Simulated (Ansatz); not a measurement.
Ta3Sn (A15, Cr3Si type)

```xyz
8
Lattice="5.2187 0.0000 0.0000 0.0000 5.2187 0.0000 0.0000 0.0000 5.2187" Properties=species:S:1:pos:R:3 pbc="T T T"
Ta     1.3047     0.0000     2.6094
Ta     3.9140     0.0000     2.6094
Ta     2.6094     3.9140     0.0000
Ta     2.6094     1.3047     0.0000
Ta     0.0000     2.6094     3.9140
Ta     0.0000     2.6094     1.3047
Sn     0.0000     0.0000     0.0000
Sn     2.6094     2.6094     2.6094
```

The slice is a {110} plane (indices of the conventional cell) through the point (0.500, 0.750, 0.000) (fractional), spanned by u = [100] and v = [011] in vectors of this cell: u (5.22 Å) and v (7.38 Å, at 90° to u). It covers one period; positions are fractions (u, v).

All values below come from LDA (plane waves to 420 eV, PAW, scalar-relativistic; Ansatz, a first-principles code). k mesh 9×9×9. Inside the PAW spheres the values are not all-electron values, and peaks at nuclei hang on which shells count as valence. Spin-orbit coupling is left out, though Ta is heavy. Ta3Sn is run without spin polarisation. Ta3Sn was relaxed with its symmetry unable to fall.

Problem. Predict the map of the valence electron density on the slice.

Solution. 
```
|@@@@**..              ..**@@|
|##**::      ..::..      ::**|
|::..      ::**##**::      ..|
|        ..**@@@@@@**..      |
|..      ..##@@%%@@##..      |
|::..    ..**@@@@@@**..    ..|
|--::..    ::**##**::    ..::|
|--::..      ..::..      ..::|
|::..                      ..|
|..                          |
|    ....::..      ..::....  |
|    ::====::      ::====::  |
|    ::====::      ::====::  |
|    ..::....      ....::..  |
|              ..            |
|            ..::..          |
|::..      ..::--::..      ..|
|##**::    ..::--::..    ::**|
|@@@@**..    ..::..    ..**@@|
|%%@@##..      ..      ..##@@|
```
Scale: ten equal steps from -0.66 (start of ' ') to 0.66 (end of '@'), in the order ' .:-=+*#%@'. Values: log₁₀ of the valence density in e/Å³. The map has 14 points along u (two characters each, u = 0 at the left) and 20 along v (v = 0 in the bottom row). The scale is logarithmic, as a density can span decades between atoms and voids.
